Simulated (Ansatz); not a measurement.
**How the vibrations of HgPd change with volume**

These are results of DFT PBEsol, scalar-relativistic, plane waves, PAW (Ansatz), not measurements. Settings: 420 eV plane-wave cutoff, Γ-centred 14×14×12 mesh, Fermi-Dirac smearing of 0.15 eV. No spin polarisation. Phonons by linear response, acoustic sum rule imposed.

The cell, relaxed at this level:
```cif
data_structure
_symmetry_space_group_name_H-M 'P 1'
_symmetry_Int_Tables_number 1
_cell_length_a 3.0240
_cell_length_b 3.0240
_cell_length_c 3.7098
_cell_angle_alpha 90.000
_cell_angle_beta 90.000
_cell_angle_gamma 90.000
_cell_volume 33.93
loop_
_atom_site_label
_atom_site_type_symbol
_atom_site_fract_x
_atom_site_fract_y
_atom_site_fract_z
_atom_site_occupancy
Hg1 Hg 0.00000 0.00000 0.00000 1
Pd1 Pd 0.50000 0.50000 0.50000 1
```

In a metal, frequencies depend on the k mesh and the smearing, soft modes most. Spin–orbit coupling is left out, which can shift energies with elements as heavy as these.

Cells at 0.98 and 1.02 times the equilibrium volume were relaxed in shape and atoms; γ = −d ln ν / d ln V, modes matched by rank.

(1) Give the optical frequencies at Γ (cm⁻¹) at the three volumes and the mode Grüneisen parameters.

(2) What pressures hold the two strained cells, and what bulk modulus follows?

## Answers

(1)
```
0.98 V    V  1.02 V     γ  degeneracy
   134  127     120  2.77           2
   176  167     158  2.81           1
```

(2) 3.12 GPa at 0.98 V and -2.72 GPa at 1.02 V, so B = −dP/d ln V ≈ 146 GPa.